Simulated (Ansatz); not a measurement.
ZrMo:
```cif
data_MoZr
_chemical_formula_sum 'Mo1 Zr1'
_space_group_name_H-M_alt 'P 1'
_space_group_IT_number 1
_cell_length_a 3.29925
_cell_length_b 3.29925
_cell_length_c 3.29925
_cell_angle_alpha 90.000
_cell_angle_beta 90.000
_cell_angle_gamma 90.000
loop_
_space_group_symop_operation_xyz
  'x, y, z'
loop_
_atom_site_label
_atom_site_type_symbol
_atom_site_fract_x
_atom_site_fract_y
_atom_site_fract_z
_atom_site_occupancy
Mo1 Mo 0.00000 0.00000 0.00000 1
Zr1 Zr 0.50000 0.50000 0.50000 1
```

Relaxed with PBEsol.

### Question
Decompose the optical modes at the zone centre into irreducible representations, and say which are infrared and Raman allowed.

### Answer
Point group m-3m: Γ_opt = T1u. Infrared: T1u. Raman: none.

### Question
Assign frequencies (DFPT, DFT-PBEsol in the program Ansatz with PAW potentials).

### Answer
T1u 203 cm⁻¹.

Space group Pm-3m (CsCl type). The start of the workflow was typed in or built on a structure type; neither database checked (COD, Materials Project) lists it. Whether it is the stable phase at ambient conditions was not checked. Symmetry was held in the PBEsol relaxation; its stability against distortions is not shown here. The run is not spin-polarised. As this level gives no gap, phonon frequencies hold no LO–TO term and depend on the k-mesh and smearing (Fermi–Dirac, 0.1 eV here).

Potentials: the later of the program's two PAW sets.
